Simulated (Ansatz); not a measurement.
HfSi:
```
CELL_PARAMETERS angstrom
      3.29001     0.00000     0.00000
      0.00000     3.29001     0.00000
      0.00000     0.00000     3.29001
ATOMIC_POSITIONS crystal
  Hf 0.00000 0.00000 0.00000
  Si 0.50000 0.50000 0.50000
```

Relaxed with PBE. Special points in fractions of this cell's reciprocal vectors: Γ (0.000, 0.000, 0.000); X (0.000, 0.500, 0.000); M (0.500, 0.500, 0.000); R (0.500, 0.500, 0.500).

Question: List the band energies nearest the Fermi level at these points for plane-wave PAW PBE with spin–orbit coupling (Ansatz code).

Answer: In eV from the Fermi level; about four levels below and three above (degenerate sets whole), none deeper than 8.9 eV; points with the same levels are listed once.

```csv
k,below,above
Γ,-1.82 -1.82 -1.82 -1.82,1.56 1.56 2.03 2.03 2.03 2.03
X,-0.54 -0.54 -0.38 -0.38,4.29 4.29 5.24 5.24
M,-2.78 -2.78 -2.16 -2.16,1.30 1.30 1.47 1.47
R,-4.51 -4.51 -4.44 -4.44,2.28 2.28 3.73 3.73 3.73 3.73
```

Space group Pm-3m (CsCl type). The cell is a constructed one: a structure type filled with these elements; neither database checked (COD, Materials Project) lists it. COD files the formula under space group No. 62. Whether it is the stable phase at ambient conditions was not checked. Symmetry was held in the PBE relaxation; whether a distortion lowers the energy is not shown. The run is not spin-polarised.

Potentials: the earlier of the program's two PAW sets.
